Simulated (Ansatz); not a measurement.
Lu (hcp, Mg type)

```
Lu
1.0
    3.50442     0.00000     0.00000
   -1.75221     3.03492     0.00000
    0.00000     0.00000     5.45153
Lu
2
Direct
  0.33333   0.66667   0.75000
  0.66667   0.33333   0.25000
```

This relaxed cell (volume V₀) is scaled evenly in all directions, its shape held. Symmetry pins the atoms to their sites.

Computed with r2SCAN (plane waves to 500 eV, PAW, scalar-relativistic; Ansatz, a first-principles code). k mesh 15×15×9 (Γ-centred), Fermi-Dirac smearing 0.05 eV. The energy includes the smearing's −TS. Stress and pressure are positive under compression. With the shape held, the modulus is that of even scaling; a crystal free to change shape is softer. Lu is run without spin polarisation. Lu was relaxed with its symmetry unable to fall. The PAW data are Ansatz's earlier set. ΔE is measured from the relaxed starting cell. The last digit holds for this mesh only.

```csv
V (Å³/atom),ΔE (meV/atom)
26.091,49.6
26.816,26.8
27.541,11.5
28.265,2.8
28.990,0.0
29.715,2.5
30.440,9.8
31.164,21.3
31.889,withheld
```

Q: Fit a third-order Birch-Murnaghan form (E₀, V₀, B₀, B₀′ free) to the given rows and predict ΔE at V = 31.889.

A: Least squares on the 8 given rows: ΔE = E₀ + (9V₀B₀/16)·y²·[2 + (B₀′ − 4)y], y = (V₀/V)^(2/3) − 1, with V₀ = 28.995 Å³/atom, B₀ = 46.82 GPa (160.2 GPa = 1 eV/Å³; the term in eV is multiplied by 1000), B₀′ = 3.44, E₀ = 0.00 meV/atom; root-mean-square residual 0.02 meV/atom. At 31.889 the fit gives 36.6 meV/atom; the calculation gives 36.7 meV/atom, so the extrapolation is off by -0.1 (-0.3 %). For the pressure the fit gives -3.8 GPa against the computed -3.8 GPa.

(Under strain, the slope of the energy per volume gives the stress and its curvature an elastic modulus.)
